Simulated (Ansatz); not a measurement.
ZnS:
```cif
data_S8Zn8
_chemical_formula_sum 'Zn8 S8'
_space_group_name_H-M_alt 'P 1'
_space_group_IT_number 1
_cell_length_a 3.80958
_cell_length_b 3.80958
_cell_length_c 24.91235
_cell_angle_alpha 90.000
_cell_angle_beta 90.000
_cell_angle_gamma 120.000
loop_
_space_group_symop_operation_xyz
  'x, y, z'
loop_
_atom_site_label
_atom_site_type_symbol
_atom_site_fract_x
_atom_site_fract_y
_atom_site_fract_z
_atom_site_occupancy
Zn1 Zn 0.33333 0.66667 0.75003 1
Zn2 Zn 0.66667 0.33333 0.25003 1
Zn3 Zn 0.33333 0.66667 0.12494 1
Zn4 Zn 0.66667 0.33333 0.62494 1
Zn5 Zn 0.00000 0.00000 0.00004 1
Zn6 Zn 0.00000 0.00000 0.50004 1
Zn7 Zn 0.66667 0.33333 0.87516 1
Zn8 Zn 0.33333 0.66667 0.37516 1
S1 S 0.00000 0.00000 0.59372 1
S2 S 0.00000 0.00000 0.09372 1
S3 S 0.66667 0.33333 0.96881 1
S4 S 0.33333 0.66667 0.46881 1
S5 S 0.33333 0.66667 0.21862 1
S6 S 0.66667 0.33333 0.71862 1
S7 S 0.66667 0.33333 0.34388 1
S8 S 0.33333 0.66667 0.84388 1
```

Relaxed with r²SCAN.

### Question
Which orbitals make up the states near the band edges in DFT-r²SCAN in the program Ansatz with PAW potentials?

### Answer
Top 1 eV of the valence band: S 3p 87 %, Zn 3d 9 %. Bottom 1 eV of the conduction band: Zn 4s 58 %, S 3s 27 %, S 3p 12 %. Projections are on Löwdin-orthogonalised atomic valence shells; empty p or d shells of many metals are not among them.

### Question
Tabulate the density of states.

### Answer
States/eV per cell of 16 atoms, in 0.25 eV bins, energy from the valence-band maximum.

| E (eV) | total | Zn 3d | S 3p | Zn 4s |
|---|---|---|---|---|
| -7.85 | 0.00 | 0.00 | 0.00 | 0.00 |
| -7.60 | 0.00 | 0.00 | 0.00 | 0.00 |
| -7.35 | 0.00 | 0.00 | 0.00 | 0.00 |
| -7.10 | 0.00 | 0.00 | 0.00 | 0.00 |
| -6.85 | 0.00 | 0.00 | 0.00 | 0.00 |
| -6.60 | 25.44 | 21.01 | 3.70 | 0.68 |
| -6.35 | 122.84 | 108.98 | 12.63 | 1.06 |
| -6.10 | 79.88 | 76.04 | 2.98 | 0.69 |
| -5.85 | 79.22 | 76.75 | 1.13 | 0.72 |
| -5.60 | 12.60 | 11.58 | 0.27 | 0.20 |
| -5.35 | 0.50 | 0.06 | 0.33 | 0.09 |
| -5.10 | 3.58 | 0.53 | 2.27 | 0.67 |
| -4.85 | 11.10 | 1.65 | 6.63 | 2.48 |
| -4.60 | 13.34 | 2.26 | 7.49 | 3.08 |
| -4.35 | 9.02 | 1.84 | 4.90 | 1.71 |
| -4.10 | 5.68 | 1.21 | 3.09 | 0.92 |
| -3.85 | 4.28 | 0.90 | 2.36 | 0.61 |
| -3.60 | 3.44 | 0.68 | 1.96 | 0.44 |
| -3.35 | 3.97 | 0.63 | 2.64 | 0.35 |
| -3.10 | 8.96 | 1.05 | 7.01 | 0.38 |
| -2.85 | 9.77 | 1.05 | 7.80 | 0.37 |
| -2.60 | 10.22 | 1.03 | 8.31 | 0.33 |
| -2.35 | 13.28 | 1.18 | 11.15 | 0.30 |
| -2.10 | 13.00 | 1.14 | 10.98 | 0.25 |
| -1.85 | 14.36 | 1.24 | 12.25 | 0.21 |
| -1.60 | 14.10 | 1.22 | 12.10 | 0.16 |
| -1.35 | 14.81 | 1.29 | 12.78 | 0.13 |
| -1.10 | 14.99 | 1.33 | 13.00 | 0.09 |
| -0.85 | 10.64 | 0.97 | 9.27 | 0.04 |
| -0.60 | 6.86 | 0.65 | 5.97 | 0.03 |
| -0.35 | 4.46 | 0.43 | 3.91 | 0.01 |
| -0.10 | 1.65 | 0.16 | 1.46 | 0.00 |
| 0.15 | 0.00 | 0.00 | 0.00 | 0.00 |
| 0.40 | 0.00 | 0.00 | 0.00 | 0.00 |
| 0.65 | 0.00 | 0.00 | 0.00 | 0.00 |
| 0.90 | 0.00 | 0.00 | 0.00 | 0.00 |
| 1.15 | 0.00 | 0.00 | 0.00 | 0.00 |
| 1.40 | 0.00 | 0.00 | 0.00 | 0.00 |
| 1.65 | 0.00 | 0.00 | 0.00 | 0.00 |
| 1.90 | 0.00 | 0.00 | 0.00 | 0.00 |
| 2.15 | 0.00 | 0.00 | 0.00 | 0.00 |
| 2.40 | 0.00 | 0.00 | 0.00 | 0.00 |
| 2.65 | 0.00 | 0.00 | 0.00 | 0.00 |
| 2.90 | 0.04 | 0.00 | 0.00 | 0.03 |
| 3.15 | 0.18 | 0.00 | 0.02 | 0.11 |
| 3.40 | 0.31 | 0.00 | 0.04 | 0.18 |
| 3.65 | 0.49 | 0.00 | 0.07 | 0.28 |
| 3.90 | 2.59 | 0.01 | 0.29 | 0.90 |
| 4.15 | 5.96 | 0.02 | 0.74 | 2.15 |
| 4.40 | 8.39 | 0.02 | 1.10 | 2.79 |
| 4.65 | 12.03 | 0.04 | 1.68 | 3.82 |
| 4.90 | 13.04 | 0.04 | 2.01 | 4.26 |
| 5.15 | 12.11 | 0.04 | 2.01 | 3.94 |
| 5.40 | 9.81 | 0.03 | 1.66 | 3.04 |
| 5.65 | 8.36 | 0.02 | 1.31 | 2.19 |
| 5.90 | 6.89 | 0.02 | 0.96 | 1.55 |
| 6.15 | 9.68 | 0.02 | 1.24 | 2.01 |
| 6.40 | 8.57 | 0.01 | 0.97 | 1.55 |
| 6.65 | 11.58 | 0.02 | 1.04 | 1.61 |
| 6.90 | 11.41 | 0.02 | 0.75 | 1.08 |
| 7.15 | 7.24 | 0.01 | 0.35 | 0.46 |
| 7.40 | 11.15 | 0.02 | 0.34 | 0.28 |

Space group P6_3mc. The first step of the workflow began from a Materials Project structure, measured or hypothetical. Its sites differ from those of the usual phase in this space group: another stacking or structure type. The r²SCAN relaxation kept the symmetry of its start; whether a distortion lowers the energy is not shown.

Potentials: the later of the program's two PAW sets.
